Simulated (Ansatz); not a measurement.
This run works on a generated trial structure, not on a known crystal.

Input and command of a plane-wave DFT calculation in Ansatz:

```yaml
crystal:
  lattice:
    - [-2.32159812, 2.32159812, 5.10435023]
    - [2.32159812, -2.32159812, 5.10435023]
    - [2.32159812, 2.32159812, -5.10435023]
  atoms:
    - { symbol: Zn, position: [0.75, 0.25, 0.5] }
    - { symbol: Zn, position: [0.25, 0.75, 0.5] }
    - { symbol: Sb, position: [0.5, 0.5, 0.0] }
    - { symbol: O, position: [0.11299384, 0.61299384, 0.5] }
    - { symbol: O, position: [0.61299384, 0.11299384, 0.5] }
    - { symbol: O, position: [0.88700616, 0.38700616, 0.5] }
    - { symbol: O, position: [0.38700616, 0.88700616, 0.5] }
basis:
  ecutwfc: 420
kpoints:
  mp_grid: { grid: [5, 5, 5] }
hamiltonian:
  xc: pbe
scf:
  occupations: { method: gaussian, width: 0.2 }
  lower_state_search: "off"
output:
  forces: true
  stress: true
  eigenvalues: true
relax:
  adjacent_minimum: "off"
  f_tol: 0.08
  max_steps: 16
  cell: { stress_tol: 0.8 }
```

```bash
ansatz run input.yaml --threads 1 --pin off --max-ram 2560MiB --backend cpu --events-out ev --progress --plain --runs-dir out
```

Processor: Arm Neoverse N1, 1 thread, on a host shared with other jobs.

How long does it run, and how much memory does it take?

About 2 min, peak memory 0.45 GiB. It solves 39 bands at 18 k points (after reduction by symmetry) with about 1833 plane waves (on the last cell), in 64 SCF iterations over 10 ionic steps.
